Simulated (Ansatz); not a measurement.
# AlN: from a starting cell to a relaxed one

The start is a generated cell, AlN built in the 4H structure type. The cell and all atomic positions are relaxed at zero pressure with r2SCAN (plane waves to 500 eV, PAW, scalar-relativistic; Ansatz, a program for electronic structure). The first steps use a 12×12×4 k-mesh.

Initial structure:
```yaml
crystal:
  lattice:
    - [3.14796, 0.00000, 0.00000]
    - [-1.57398, 2.72621, 0.00000]
    - [0.00000, 0.00000, 10.30560]
  atoms:
    - { symbol: Al, position: [0.00000, 0.00000, 0.00000] }
    - { symbol: Al, position: [0.00000, 0.00000, 0.50000] }
    - { symbol: Al, position: [0.66667, 0.33333, 0.75018] }
    - { symbol: Al, position: [0.33333, 0.66667, 0.25018] }
    - { symbol: N, position: [0.00000, 0.00000, 0.81216] }
    - { symbol: N, position: [0.00000, 0.00000, 0.31216] }
    - { symbol: N, position: [0.66667, 0.33333, 0.56329] }
    - { symbol: N, position: [0.33333, 0.66667, 0.06329] }
```

| Item | Result |
|---|---|
| Initial pressure | -11.1 GPa (negative: the cell is under tension) |
| Energy released | 25 meV/atom |
| Shortest distances (start → end) | The closest pairs of elements (up to four, under 3.6 Å), start → end: Al–N 1.93 → 1.89 Å; Al–Al 3.15 → 3.07 Å; N–N 3.14 → 3.08 Å |
| Band gap at the end | 4.67 eV, indirect (valence top at Γ, conduction bottom at M) (no spin-orbit coupling) |
| Optimiser moves | 5 |

Final structure:

```cif
data_Al4N4
_chemical_formula_sum 'Al4 N4'
_space_group_name_H-M_alt 'P63mc'
_space_group_IT_number 186
_space_group_name_Hall 'P 6c -2c'
_cell_length_a 3.09713
_cell_length_b 3.09713
_cell_length_c 10.03363
_cell_angle_alpha 90.000
_cell_angle_beta 90.000
_cell_angle_gamma 120.000
loop_
_atom_site_label
_atom_site_type_symbol
_atom_site_symmetry_multiplicity
_atom_site_Wyckoff_symbol
_atom_site_fract_x
_atom_site_fract_y
_atom_site_fract_z
_atom_site_occupancy
Al1 Al 2 a 0.00000 0.00000 0.00142 1
Al2 Al 2 b 0.33333 0.66667 0.25033 1
N1 N 2 a 0.00000 0.00000 0.31195 1
N2 N 2 b 0.33333 0.66667 0.06194 1
```

No spin polarisation in the result.

The run could not lose the symmetry of its start.

The first start was generated by placing the elements on the sites of a structure type. A measured structure of AlN has the same space group, P6₃mc (No. 186); the sites were not compared with it.
